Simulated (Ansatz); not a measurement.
Input file for Ansatz (a first-principles code):

Ansatz 0.2 input:
```yaml
crystal:
  lattice:
    - [5.7217292139, 0.0, 0.0]
    - [-2.8608646069, 4.9551628528, 0.0]
    - [0.0, 0.0, 4.6733981177]
  atoms:
    - { symbol: K, position: [0.3333333333, 0.6666666667, 0.721710504] }
    - { symbol: K, position: [0.6666666667, 0.3333333333, 0.278289496] }
    - { symbol: Pd, position: [0.0, 0.0, 0.0] }
    - { symbol: F, position: [0.8377839779, 0.1622160221, 0.7764542259] }
    - { symbol: F, position: [0.1622160221, 0.8377839779, 0.2235457741] }
    - { symbol: F, position: [0.8377839779, 0.6755679558, 0.7764542259] }
    - { symbol: F, position: [0.1622160221, 0.3244320442, 0.2235457741] }
    - { symbol: F, position: [0.3244320442, 0.1622160221, 0.7764542259] }
    - { symbol: F, position: [0.6755679558, 0.8377839779, 0.2235457741] }
kpoints:
  mp_grid: { grid: [5, 5, 5] }
  band_path:
    path:
      - [[0.0, 0.0, 0.0], [0.5, 0.0, 0.0], [0.3333333333, 0.3333333333, 0.0], [0.0, 0.0, 0.0], [0.0, 0.0, 0.5], [0.5, 0.0, 0.5], [0.3333333333, 0.3333333333, 0.5], [0.0, 0.0, 0.5]]  # Γ-M-K-Γ-A-L-H-A
      - [[0.5, 0.0, 0.5], [0.5, 0.0, 0.0]]  # L-M
      - [[0.3333333333, 0.3333333333, 0.5], [0.3333333333, 0.3333333333, 0.0]]  # H-K
      - [VBM, CBM]
    npoints: 8
basis: { xc_grid: 2 }
hamiltonian:
  xc: pbesol
  pseudopotentials: { kind: paw }
magnetization: { noncollinear: true, spin_orbit: true }
scf:
  n_extra_bands: 18
  convergence: { dr2_threshold: 0.0000000001 }
  occupations: { method: gaussian, width: 0.01 }
checkpoint: { write: soc.run }
output: { eigenvalues: true }
```

Output (shortened):

```
Pseudopotentials: kind: paw_fr
Pseudopotential: K, paw_fr, valence charge 9
Pseudopotential: Pd, paw_fr, valence charge 18
Pseudopotential: F, paw_fr, valence charge 7
Functional definition: PBEsol
non-collinear run that drives no moment, with spin-orbit …
Crystal: 9 atoms, lattice volume = 132.501 Å³
Basis set: ecut = 420 eV, 2667 PW (Γ), exchange–correlation on 80×80×64 points (8 copies of the dense FFT grid, shifted against one another)
Bands: 96, of which v1, the nominal top of the filled ones, is band 78 counted from 1 (77 counted from 0)
Symmetry: 12 space group operations + 12 with time reversal
k-points: 19 of 125
Projection manifold: j_resolved (fully-relativistic pseudo-atomic orbitals)
PAW frozen core: K, regenerated for the run's functional, and the local potential with it
PAW frozen core: Pd, regenerated for the run's functional, and the local potential with it
PAW frozen core: F, regenerated for the run's functional, and the local potential with it
Initial density: superposition of atomic densities (chi_scale 0.1, normalization cell, long waves kept (reshape's long-wave potential 0.02 eV rms))
Initial wavefunctions: pseudopotential atomic-orbital guess
Eigensolver: davidson
Functional: x = pbesol(κ = 0.804, μ = 0.12345679012345678), c = pbesol(β = 0.046)
SCF iter   1: F=—  HF=-14753.342156 eV  |F-HF|=—  |Δ(HF+E_count)|=         —  Δρ=1.34e-1  dr2=1.97e1  dr2_m=0.00e0 (ungated)  ethr=3.10e-3  |M|=0.00e0 ∫|m|=0.00e0 μB  |m|>n=0.0e0 m-floor=0.0e0 τ_xc=0.0e0  β_m=0.30  ⟨swp⟩=7.9  Hψ=4586  notcnv=0  defer=36
all-band conjugate gradients solve this SCF's bands
preconditioner: auto → Resta (q_TF=auto, 2.498 Å⁻¹)
spin=Noncollinear: Resta preconditioning applied to the charge; magnetization (m_x, m_y, m_z) channels mix plain (no charge-response kernel on spin).
SCF iter   2: F=—  HF=-14748.904818 eV  |F-HF|=—  |Δ(HF+E_count)|=    4.44e0  Δρ=7.15e-2  dr2=7.18e0  dr2_m=0.00e0 (ungated)  ethr=3.10e-3  |M|=0.00e0 ∫|m|=0.00e0 μB  |m|>n=0.0e0 m-floor=0.0e0 τ_xc=0.0e0  β_m=0.45  ⟨swp⟩=2.1  Hψ=1724  notcnv=0  defer=264
SCF iter   3: F=—  HF=-14746.455026 eV  |F-HF|=—  |Δ(HF+E_count)|=    2.45e0  Δρ=2.94e-2  dr2=1.30e0  dr2_m=0.00e0 (ungated)  ethr=3.10e-3  |M|=0.00e0 ∫|m|=0.00e0 μB  |m|>n=0.0e0 m-floor=0.0e0 τ_xc=0.0e0  β_m=0.51  ⟨swp⟩=3.1  Hψ=1524  notcnv=0  defer=264
SCF iter   4: F=—  HF=-14745.914696 eV  |F-HF|=—  |Δ(HF+E_count)|=   5.40e-1  Δρ=1.09e-2  dr2=2.46e-1  dr2_m=0.00e0 (ungated)  ethr=1.66e-3  |M|=0.00e0 ∫|m|=0.00e0 μB  |m|>n=0.0e0 m-floor=0.0e0 τ_xc=0.0e0  β_m=0.63  ⟨swp⟩=2.1  Hψ=1601  notcnv=0  defer=264
SCF iter   5: F=—  HF=-14745.822233 eV  |F-HF|=—  |Δ(HF+E_count)|=   9.25e-2  Δρ=5.34e-3  dr2=3.31e-2  dr2_m=0.00e0 (ungated)  ethr=3.16e-4  |M|=0.00e0 ∫|m|=0.00e0 μB  |m|>n=0.0e0 m-floor=0.0e0 τ_xc=0.0e0  β_m=0.77  ⟨swp⟩=2.1  Hψ=1333  notcnv=0  defer=264
SCF iter   6: F=—  HF=-14745.820983 eV  |F-HF|=—  |Δ(HF+E_count)|=   1.25e-3  Δρ=9.39e-4  dr2=1.02e-3  dr2_m=0.00e0 (ungated)  ethr=4.24e-5  |M|=0.00e0 ∫|m|=0.00e0 μB  |m|>n=0.0e0 m-floor=0.0e0 τ_xc=0.0e0  β_m=0.89  ⟨swp⟩=3.0  Hψ=1484  notcnv=0  defer=264
SCF iter   7: F=—  HF=-14745.821963 eV  |F-HF|=—  |Δ(HF+E_count)|=   9.79e-4  Δρ=1.77e-4  dr2=4.92e-5  dr2_m=0.00e0 (ungated)  ethr=1.31e-6  |M|=0.00e0 ∫|m|=0.00e0 μB  |m|>n=0.0e0 m-floor=0.0e0 τ_xc=0.0e0  β_m=0.94  ⟨swp⟩=2.0  Hψ=1308  notcnv=0  defer=264
SCF iter   8: F=—  HF=-14745.822042 eV  |F-HF|=—  |Δ(HF+E_count)|=   7.90e-5  Δρ=5.24e-5  dr2=4.97e-6  dr2_m=0.00e0 (ungated)  ethr=6.31e-8  |M|=0.00e0 ∫|m|=0.00e0 μB  |m|>n=0.0e0 m-floor=0.0e0 τ_xc=0.0e0  β_m=0.97  ⟨swp⟩=2.0  Hψ=1283  notcnv=0  defer=264
SCF iter  13: F=-14745.822205 eV  HF=-14745.822205 eV  |F-HF|=0.00e0  |Δ(HF+E_count)|=    0.00e0  Δρ=1.49e-7  dr2=2.84e-11  dr2_m=0.00e0 (ungated)  ethr=1.00e-12  |M|=0.00e0 ∫|m|=0.00e0 μB  |m|>n=0.0e0 m-floor=0.0e0 τ_xc=0.0e0  ⟨swp⟩=11.3  Hψ=4774  notcnv=0
SCF 1 converged in 13 iterations: F = -14745.822205 eV  dr2 = 2.84e-11
NSCF: frozen V_eff on 34 k-points
NSCF: frozen V_eff on 34 k-points
NSCF: frozen V_eff on 34 k-points
NSCF: frozen V_eff on 34 k-points
NSCF: frozen V_eff on 16 k-points
NSCF: frozen V_eff on 11 k-points
NSCF: frozen V_eff on 21 k-points
NSCF: frozen V_eff on 17 k-points
NSCF: frozen V_eff on 7 k-points
NSCF: frozen V_eff on 3 k-points
NSCF: frozen V_eff on 8 k-points
NSCF: frozen V_eff on 3 k-points
NSCF: frozen V_eff on 7 k-points
NSCF: frozen V_eff on 2 k-points
NSCF: frozen V_eff on 84 k-points
SCF converged after 13 iterations
Magnetization: |M| = 0.0000 μB,  M = (+0.0000, +0.0000, +0.0000) μB
Absolute magnetization: 0.0000 μB (∫|m|)
  site 0: m = (+0.0000, +0.0000, +0.0000) μB, |m| = 0.0000 μB  (R = 1.18 Å)
  site 1: m = (+0.0000, +0.0000, +0.0000) μB, |m| = 0.0000 μB  (R = 1.18 Å)
  site 2: m = (+0.0000, +0.0000, +0.0000) μB, |m| = 0.0000 μB  (R = 0.79 Å)
  site 3: m = (+0.0000, +0.0000, +0.0000) μB, |m| = 0.0000 μB  (R = 0.79 Å)
  site 4: m = (+0.0000, +0.0000, +0.0000) μB, |m| = 0.0000 μB  (R = 0.79 Å)
  site 5: m = (+0.0000, +0.0000, +0.0000) μB, |m| = 0.0000 μB  (R = 0.79 Å)
  site 6: m = (+0.0000, +0.0000, +0.0000) μB, |m| = 0.0000 μB  (R = 0.79 Å)
  site 7: m = (+0.0000, +0.0000, +0.0000) μB, |m| = 0.0000 μB  (R = 0.79 Å)
  site 8: m = (+0.0000, +0.0000, +0.0000) μB, |m| = 0.0000 μB  (R = 0.79 Å)
Free energy (F): -14745.822205 eV
Harris-Foulkes:  -14745.822205 eV  (|F-HF|=0.00e0)
Internal energy: -14745.822205 eV  (E = F + TS)
E sigma→0 (E₀):  -14745.822205 eV
Fermi energy:    4.408721 eV
--- Per-component energies (eV) ---
  E_band       = -811.465827
  E_kinetic    = 2245.656126
  E_local      = -8220.532582  (includes V_loc(G=0)·N_el)
  E_nonlocal   = 686.263603
  E_hartree    = 3197.094814
  E_xc         = -903.723778
  E_vxc        = -1143.289468  (∫ρ·V_xc dr)
  E_paw        = -6366.070860  (= ΣΔE_a)
  E_vpaw       = -773.765841  (= ΣTr[D̂ρ^β])
  E_aug_tail   = 0.012385  (compensation charges beyond the density's cutoff)
  E_ewald      = -5385.297439
  E_core_change = 0.775527  (= ΣΔE_core)
  E_smearing   =  0.000000  (= −TS)
  E_closure    = 0.000000  (closes the sum)
  Σ components = -14745.822205   (vs F -14745.822205, Δ=0.00e0)
  [band-id]    e_kinetic+e_local+e_nonlocal+2·e_hartree+e_vxc+e_vpaw+e_augmentation_tail = -811.466150   (vs E_band -811.465827, Δ=-3.23e-4)
--- Band table (eV; the first three rows and the last of 19) ---
  k-point 0: bands = ["-81.9656", "-81.9656", "-50.7823", "-50.7823", "-46.3141", "-46.3141", "-46.2211", "-46.2211", "-23.2136", "-23.2136", "-23.1633", "-23.1633", "-18.1578", "-18.1578", "-17.6773", "-17.6773", "-17.6771", "-17.6771", "-17.6093", "-17.6093", "-17.5798", "-17.5798", "-17.5111", "-17.5111", "-7.0587", "-7.0587", "-6.8894", "-6.8894", "-6.8190", "-6.8190", "-6.7829", "-6.7829", "-6.6320", "-6.6320", "-6.6130", "-6.6130", "-2.3098", "-2.3098", "-2.2938", "-2.2938", "-1.5143", "-1.5143", "-1.3083", "-1.3083", "-1.2223", "-1.2223", "-1.1319", "-1.1319", "-0.2393", "-0.2393", "-0.0051", "-0.0051", "0.0447", "0.0447", "1.1571", "1.1571", "1.1721", "1.1721", "1.3058", "1.3058", "1.5177", "1.5177", "1.5665", "1.5665", "1.7221", "1.7221", "1.8601", "1.8601", "1.8838", "1.8838", "2.0078", "2.0078", "2.8363", "2.8363", "3.0197", "3.0197", "3.1706", "3.1706", "5.8077", "5.8077", "5.8294", "5.8294", "9.7525", "9.7525", "13.2686", "13.2686", "13.5649", "13.5649", "13.5677", "13.5677", "13.6821", "13.6821", "13.7041", "13.7041", "13.9187", "13.9187"]
  k-point 1: bands = ["-81.9656", "-81.9656", "-50.7823", "-50.7823", "-46.3141", "-46.3141", "-46.2211", "-46.2211", "-23.2072", "-23.2072", "-23.1658", "-23.1658", "-18.1379", "-18.1379", "-17.6962", "-17.6962", "-17.6956", "-17.6956", "-17.5916", "-17.5916", "-17.5596", "-17.5596", "-17.5408", "-17.5408", "-7.0468", "-7.0468", "-6.9106", "-6.9106", "-6.8090", "-6.8090", "-6.7639", "-6.7639", "-6.6572", "-6.6572", "-6.6326", "-6.6326", "-2.3206", "-2.3206", "-2.3026", "-2.3026", "-1.4880", "-1.4880", "-1.2609", "-1.2609", "-1.2426", "-1.2426", "-1.1292", "-1.1292", "-0.2206", "-0.2206", "-0.0136", "-0.0136", "0.0335", "0.0335", "1.2819", "1.2819", "1.2889", "1.2889", "1.3456", "1.3456", "1.3886", "1.3886", "1.5078", "1.5078", "1.5414", "1.5414", "1.9236", "1.9236", "1.9491", "1.9491", "1.9694", "1.9694", "2.9124", "2.9124", "2.9761", "2.9761", "3.1531", "3.1531", "5.8004", "5.8004", "5.8201", "5.8201", "10.2224", "10.2224", "12.9930", "12.9930", "13.0108", "13.0108", "13.2152", "13.2152", "13.6076", "13.6076", "13.6082", "13.6082", "14.6001", "14.6001"]
  k-point 2: bands = ["-81.9656", "-81.9656", "-50.7823", "-50.7823", "-46.3141", "-46.3141", "-46.2212", "-46.2212", "-23.1933", "-23.1933", "-23.1736", "-23.1736", "-18.1003", "-18.1003", "-17.7169", "-17.7169", "-17.7168", "-17.7168", "-17.6116", "-17.6116", "-17.5559", "-17.5559", "-17.5353", "-17.5353", "-7.0162", "-7.0162", "-6.9567", "-6.9567", "-6.7783", "-6.7783", "-6.7248", "-6.7248", "-6.7126", "-6.7126", "-6.6728", "-6.6728", "-2.3372", "-2.3372", "-2.3164", "-2.3164", "-1.4277", "-1.4277", "-1.3177", "-1.3177", "-1.2696", "-1.2696", "-0.9293", "-0.9293", "-0.2273", "-0.2273", "-0.0402", "-0.0402", "0.0048", "0.0048", "0.9037", "0.9037", "1.4170", "1.4170", "1.4459", "1.4459", "1.4912", "1.4912", "1.5800", "1.5800", "1.5955", "1.5955", "1.8779", "1.8779", "1.9615", "1.9615", "1.9767", "1.9767", "2.8991", "2.8991", "2.9430", "2.9430", "3.1567", "3.1567", "5.7841", "5.7841", "5.8003", "5.8003", "11.3699", "11.3699", "12.6168", "12.6168", "12.7797", "12.7797", "12.7971", "12.7971", "13.2412", "13.2412", "13.2415", "13.2415", "15.0106", "15.0106"]
  k-point 18: bands = ["-81.9656", "-81.9656", "-50.7823", "-50.7823", "-46.3141", "-46.3141", "-46.2212", "-46.2212", "-23.1825", "-23.1825", "-23.1784", "-23.1784", "-18.0250", "-18.0250", "-17.7905", "-17.7905", "-17.7532", "-17.7532", "-17.6210", "-17.6210", "-17.5674", "-17.5674", "-17.5162", "-17.5162", "-6.9627", "-6.9627", "-6.9408", "-6.9408", "-6.7356", "-6.7356", "-6.6838", "-6.6838", "-6.6497", "-6.6497", "-6.6251", "-6.6251", "-2.5084", "-2.5084", "-2.3930", "-2.3930", "-1.3975", "-1.3975", "-1.2676", "-1.2676", "-1.1610", "-1.1610", "-0.7169", "-0.7169", "-0.2123", "-0.2123", "0.0037", "0.0037", "0.2674", "0.2674", "0.8745", "0.8745", "1.0080", "1.0080", "1.1036", "1.1036", "1.2279", "1.2279", "1.5082", "1.5082", "1.5820", "1.5820", "1.6183", "1.6183", "1.8267", "1.8267", "1.9414", "1.9414", "2.9399", "2.9399", "3.1013", "3.1013", "3.3345", "3.3345", "5.5151", "5.5151", "5.7021", "5.7021", "12.7503", "12.7503", "13.0010", "13.0010", "13.4686", "13.4686", "13.4967", "13.4967", "13.8354", "13.8354", "13.8638", "13.8638", "14.1456", "14.1456"]
  band table: 96 of 96 bands, residual norms ≤ 1.0e-3 eV
```

Cost: very roughly 9 core-minutes on shared cores.

Space group P-3m1. The first step of the workflow began from a Materials Project structure, measured or hypothetical; the Crystallography Open Database files this formula in space group No. 164, but the cells were not matched. Its standing as an ambient phase is unchecked. Symmetry was held in the PBEsol relaxation; its stability against distortions is not shown here. No spin polarisation was allowed.

Potentials: the later of the program's two PAW sets.

Ansatz is a plane-wave DFT program.
